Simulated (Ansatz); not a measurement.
CsCrO3F:
```
CsCrO3F
1.0
    3.93532     3.78931     0.00000
   -3.93532     3.78931     0.00000
   -3.75923     0.00000     6.95807
Cs Cr O F
2 2 6 2
Cartesian
 -2.75055   6.46104   5.20798
 -0.87093   1.11758   1.72895
 -2.84612   2.57839   5.19474
 -0.96650   5.00023   1.71571
 -2.06501   5.97054   2.35329
 -3.94462   1.60808   5.83232
 -1.64184   4.06374   0.61919
 -3.52146   3.51488   4.09822
 -1.68892   1.69399   4.54278
  0.19069   5.88463   1.06374
 -2.16491   3.58853   6.43534
 -0.28530   3.99008   2.95630
```

Relaxed with LDA. Special points in fractions of this cell's reciprocal vectors: Γ (0.000, 0.000, 0.000); A (0.000, 0.000, 0.500); I2 (0.408, 0.408, 0.500); I (-0.408, 0.592, 0.500); M2 (-0.500, 0.500, 0.500); Y (0.500, 0.500, 0.000); L2 (0.000, 0.500, 0.500); V2 (0.000, 0.500, 0.000).

Problem. List the band energies nearest the valence-band maximum at these points for LDA (plane waves, PAW; program Ansatz).

Solution. In eV from the valence-band maximum; about four levels below and three above (degenerate sets whole), none deeper than 8.9 eV; points with the same levels are listed once.

```csv
k,below,above
Γ,-0.85 -0.56 -0.24 0.00,2.81 2.86 2.97
A,-0.75 -0.75 -0.10 -0.10,2.93 2.93 3.02 3.02
I2,-0.81 -0.81 -0.30 -0.30,2.92 2.92 3.07 3.07
M2,-0.80 -0.80 -0.32 -0.32,2.89 2.89 3.07 3.07
Y,-0.79 -0.61 -0.45 -0.22,2.83 2.91 2.93
L2,-0.80 -0.64 -0.39 -0.10,2.92 2.99 3.13
V2,-0.82 -0.75 -0.38 -0.15,2.90 2.98 3.04
```

Space group Cc. The workflow started from a Materials Project entry (that database holds measured and hypothetical structures alike); the Crystallography Open Database copy checked does not list it. With O and F taken as one species the cell has the higher symmetry C2/c, so it may be an ordered model of a mixed-site phase. Whether it is the stable phase at ambient conditions was not checked. The cell was relaxed with LDA under the symmetry of its start; of distortions, only those at the zone centre were tested. No spin polarisation was allowed. No Hubbard U is applied. Spin–orbit coupling is left out wherever it is not named.

Potentials: the later of the program's two PAW sets.
